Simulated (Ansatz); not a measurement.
ZnSe (zinc blende)

```xyz
2
Lattice="0.0000 2.8665 2.8665 2.8665 0.0000 2.8665 2.8665 2.8665 0.0000" Properties=species:S:1:pos:R:3 pbc="T T T"
Se     4.2998     4.2998     4.2998
Zn     0.0000     0.0000     0.0000
```

Two-dimensional scan of atom 1 (Se, nearest neighbour Zn at 2.482 Å; its periodic images, 4.1 Å or more away, move with it): u runs along (1.000, 0.000, 0.000), v along (0.000, 1.000, 0.000) (Cartesian). Cell and other atoms are fixed.

Calculation: PBE (plane waves to 420 eV, PAW, scalar-relativistic; Ansatz, a first-principles code). k mesh 8×8×8 (Γ-centred), Fermi-Dirac smearing 0.05 eV. E stands for the smeared free energy. ZnSe was relaxed with its symmetry unable to fall. The zero of ΔE is the undisplaced structure. Axes are in Å.

The scan covers u from -0.370 to 0.370 Å in 7 points and v from -0.370 to 0.370 Å in 7 points.

Question: Is the undisplaced position a minimum, a maximum or a saddle of this map?

Answer: A minimum.

Question: What are the two principal curvatures of the energy at the centre?

Answer: 5.0 eV/Å², isotropic.

(A displaced cell: forces are minus the slopes of the energy, force constants its curvatures, and phonons follow from these.)
